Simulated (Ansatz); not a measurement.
The start is a relaxed InSe cell, doubled along one cell vector, shaken by Gaussian noise of σ = 0.08 Å a coordinate. The cell and all atomic positions are relaxed at zero pressure with PBEsol (plane waves to 420 eV, PAW, scalar-relativistic; Ansatz, a program for electronic structure). First-step values are on the input's coarse k-mesh.

Ansatz input (later rounds restart from its end on a renewed k-mesh):
Ansatz 0.2 input:
```yaml
crystal:
  lattice:
    - [7.3889650358, 0, 0]
    - [-7.3889650358, 12.7980628574, 0]
    - [0, 0, 4.0685901314]
  atoms:
    - { symbol: In, position: [0.0129751715, 0.1566617687, 0.3621470691] }
    - { symbol: In, position: [1.0081355116, 0.6540373579, 0.366359108] }
    - { symbol: In, position: [0.6718771258, 0.3429958548, 0.0019184978] }
    - { symbol: In, position: [0.6764074934, 0.8401347769, 0.0209929809] }
    - { symbol: In, position: [0.3134718573, 0.0075212917, 0.6513326367] }
    - { symbol: In, position: [0.3188315292, 0.5004314151, 0.6841248556] }
    - { symbol: Se, position: [-0.0010045543, 0.3400072167, 0.3523511419] }
    - { symbol: Se, position: [0.9846768437, 0.8472933274, 0.3117241664] }
    - { symbol: Se, position: [0.2921268876, 0.1593905925, -0.0199880636] }
    - { symbol: Se, position: [0.3151256088, 0.6518285769, 0.024809851] }
    - { symbol: Se, position: [0.6825169873, -0.0056065342, 0.6454381394] }
    - { symbol: Se, position: [0.6823729145, 0.501137974, 0.688845106] }
basis: { ecutwfc: 420, ecutrho_ratio: 4, xc_grid: 2, fft_grid_basis: typed }
kpoints: { mp_grid: { grid: [4, 2, 6] } }
hamiltonian:
  xc: pbesol
  dispersion: none
  pseudopotentials: { kind: paw }
scf: { occupations: { method: fermi_dirac, width: 0.05 } }
relax: { f_tol: 0.01, max_steps: 100, cell: { stress_tol: 0.02 } }
output: { forces: true, stress: true }
```

```yaml
largest_initial_force: 0.76 eV/Å, on In1 (atoms numbered as listed)
volume_change: -9.8 %, from 32.06 to 28.93 Å³/atom
relative_to_the_parent: "It does not go back: it reaches Pm (No. 6), 0.23 eV/atom below the parent"
Shortest distances (start → end): "The closest pairs of elements (up to four, under 3.6 Å), start → end: In–Se 2.52 → 2.53 Å; Se–Se 4.05 → 3.40 Å; In–In 4.01 → 3.45 Å"
band_gap_at_the_end: 0.36 eV, indirect (valence top at B, conduction bottom at k = (0.2, 0, -0.3333)) (no spin-orbit coupling)
optimiser_moves: 25
```

The end point of the relaxation:

```cif
data_In6Se6
_chemical_formula_sum 'In6 Se6'
_space_group_name_H-M_alt 'Pm'
_space_group_IT_number 6
_space_group_name_Hall 'P -2y'
_cell_length_a 7.86078
_cell_length_b 4.14176
_cell_length_c 10.68921
_cell_angle_alpha 90.000
_cell_angle_beta 94.089
_cell_angle_gamma 90.000
loop_
_space_group_symop_operation_xyz
  'x, y, z'
  'x, -y, z'
loop_
_atom_site_label
_atom_site_type_symbol
_atom_site_symmetry_multiplicity
_atom_site_Wyckoff_symbol
_atom_site_fract_x
_atom_site_fract_y
_atom_site_fract_z
_atom_site_occupancy
In1 In 1 b 0.21305 0.50000 0.18326 1
In2 In 1 b 0.61731 0.50000 0.65633 1
In3 In 1 a 0.66737 0.00000 0.28266 1
In4 In 1 a 0.10585 0.00000 0.89028 1
In5 In 1 b 0.70726 0.50000 0.02814 1
In6 In 1 b 0.14124 0.50000 0.52967 1
Se1 Se 1 b 0.40022 0.50000 0.38586 1
Se2 Se 1 a 0.77815 0.00000 0.82914 1
Se3 Se 1 a 0.01128 0.00000 0.14876 1
Se4 Se 1 a 0.24692 0.00000 0.66731 1
Se5 Se 1 b 0.31780 0.50000 0.95332 1
Se6 Se 1 b 0.83185 0.50000 0.44111 1
```

Final values are on a 5×8×3 k-mesh of the relaxed cell. No spin polarisation in the result.

The relaxed structure here is a generated cell of InSe: the first start was made by a random draw of sites in a space group, and the end was not matched to a known phase here, so it may be hypothetical. Known forms of InSe include space group No. 194.
